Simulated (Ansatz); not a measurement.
Ni3Si (Cu3Au type)

```xyz
4
Lattice="3.4646 0.0000 0.0000 0.0000 3.4646 0.0000 0.0000 0.0000 3.4646" Properties=species:S:1:pos:R:3 pbc="T T T"
Si     0.0000     0.0000     0.0000
Ni     0.0000     1.7323     1.7323
Ni     1.7323     0.0000     1.7323
Ni     1.7323     1.7323     0.0000
```

Two coordinates are scanned: the volume, and the ratio of the stretch along z (the conventional c axis) to the stretch across it. Atoms keep their fractional coordinates.

All values below come from r2SCAN (plane waves to 500 eV, PAW, scalar-relativistic; Ansatz, a program for electronic structure). k mesh 13×13×13 (Γ-centred), Fermi-Dirac smearing 0.05 eV. The energy includes the smearing's −TS. With partly filled bands, the response to shear is sensitive to the k mesh, so small differences along c/a are uncertain. At this level the bands of Ni3Si touch or barely overlap. Ni3Si is run without spin polarisation. Ni3Si was relaxed with its symmetry unable to fall. The zero of ΔE is the relaxed starting cell.

### Question
Predict the ΔE (meV/atom) at all points of the grid V/V₀ = 0.960, 0.973, 0.987, 1.000, 1.013, 1.027, 1.040 by (c/a)/(c/a)₀ = 0.880, 0.920, 0.960, 1.000, 1.040, 1.080, 1.120.

### Answer
ΔE (meV/atom), with V/V₀ across and (c/a)/(c/a)₀ down:

```tsv
(c/a)/(c/a)₀ \ V/V₀	0.960	0.973	0.987	1.000	1.013	1.027	1.040
0.880	65	56	51	49	49	52	57
0.920	38	30	25	23	24	27	33
0.960	20	12	7	6	7	11	17
1.000	13	6	1	0	1	5	12
1.040	20	12	8	6	7	11	17
1.080	40	32	27	25	26	29	35
1.120	74	65	59	57	57	59	65
```

(Under strain, the slope of the energy per volume gives the stress and its curvature an elastic modulus.)
